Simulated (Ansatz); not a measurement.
## NMR crystallography of Ca2Al9Ir3: given against relaxed positions

Start: a refined structure from the COD, taken as it stands.

Space group Cmcm (No. 63); a = 12.9550, b = 7.5834, c = 9.6175 Å.

| site | Wyckoff | site symmetry | x | y | z |
| --- | --- | --- | --- | --- | --- |
| Ca | 8g | ..m | 0.3388 | 0.3330 | 0.2500 |
| Al5 | 16h | 1 | 0.6670 | 0.6680 | 0.0696 |
| Al13 | 8g | ..m | 0.6062 | 0.9409 | 0.2500 |
| Al17 | 8f | m.. | 0.5000 | 0.8352 | 0.5453 |
| Al21 | 4c | m2m | 0.5000 | 0.6295 | 0.2500 |
| Ir23 | 8e | 2.. | 0.3288 | 0.0000 | 0.0000 |
| Ir27 | 4a | 2/m.. | 0.0000 | 0.0000 | 0.0000 |

One atom of each set is listed; the run and its k-mesh use a cell of 28 atoms with edges of 7.51, 7.51, 9.62 Å.

All values are calculated (Ansatz; DFT, PBE, plane waves and PAW, scalar-relativistic, 420 eV cutoff, Γ-centred 5×5×4 k-points, Fermi–Dirac smearing 0.05 eV), not measured.

The largest force at the start is 0.15 eV/Å. Relaxing the ions at fixed cell moves them by 0.019 Å at most (atom 19, Al) and 0.012 Å rms.

```tsv
site	moved (Å)	first shell before	first shell after	V_zz before (10²¹ V/m²)	η before
Ca	0.003	11 Al at 3.06–3.14 Å, 6 Ir at 3.43–3.49 Å	11 Al at 3.05–3.13 Å, 6 Ir at 3.43–3.49 Å	-0.59	0.64
Al5	0.015	3 Ir at 2.54–2.61 Å, 5 Al at 2.74–2.88 Å, 3 Ca at 3.07–3.09 Å	3 Ir at 2.55–2.61 Å, 5 Al at 2.75–2.90 Å, 3 Ca at 3.07–3.09 Å	2.71	0.01
Al13	0.013	2 Ir at 2.59 Å, 8 Al at 2.73–3.26 Å, 2 Ca at 3.06–3.12 Å	2 Ir at 2.59 Å, 8 Al at 2.73–3.27 Å, 2 Ca at 3.05–3.13 Å	-2.17	0.92
Al17	0.019	3 Ir at 2.58 Å, 8 Al at 2.65–3.26 Å, 2 Ca at 3.14 Å	3 Ir at 2.57–2.59 Å, 8 Al at 2.67–3.27 Å, 2 Ca at 3.13 Å	4.52	0.04
Al21	0.008	2 Ir at 2.60 Å, 8 Al at 2.73–3.24 Å, 2 Ca at 3.07 Å	2 Ir at 2.60 Å, 8 Al at 2.73–3.25 Å, 2 Ca at 3.07 Å	-2.01	0.82
Ir23	0.003	8 Al at 2.54–2.61 Å	8 Al at 2.55–2.61 Å	3.42	0.53
Ir27	0.000	8 Al at 2.58–2.60 Å	8 Al at 2.57–2.60 Å	-8.14	0.47
```

Q: How do the gradients change?

A: 

| site | V_zz after | η after | change of V_zz |
| --- | --- | --- | --- |
| Ca | -0.59 | 0.56 | 0.00 |
| Al5 | 2.65 | 0.03 | -0.06 |
| Al13 | -2.14 | 0.93 | +0.03 |
| Al17 | 4.38 | 0.03 | -0.14 |
| Al21 | -1.96 | 0.78 | +0.05 |
| Ir23 | 3.52 | 0.74 | +0.10 |
| Ir27 | -8.06 | 0.56 | +0.08 |

The largest change of V_zz is on Al17, from 4.52 to 4.38. The whole tensor moves most on Ir27, by 0.53 along its most changed direction. In per cent, |V_zz| changes by -3 to -2 on Al, -1 to +3 on Ir (all sites that start above 2). Where |V_zz| stays above 0.1, η moves most on Ir23, from 0.53 to 0.74.

With no gap above 0.1 eV, as in a metal, the gradients converge slowly in k; expect changes of a tenth or more on a denser mesh. Spin–orbit coupling is left out, which shifts gradients on Ir by a few per cent in wide-gap crystals, and can shift them far more where the calculated gap is small or absent, as here.
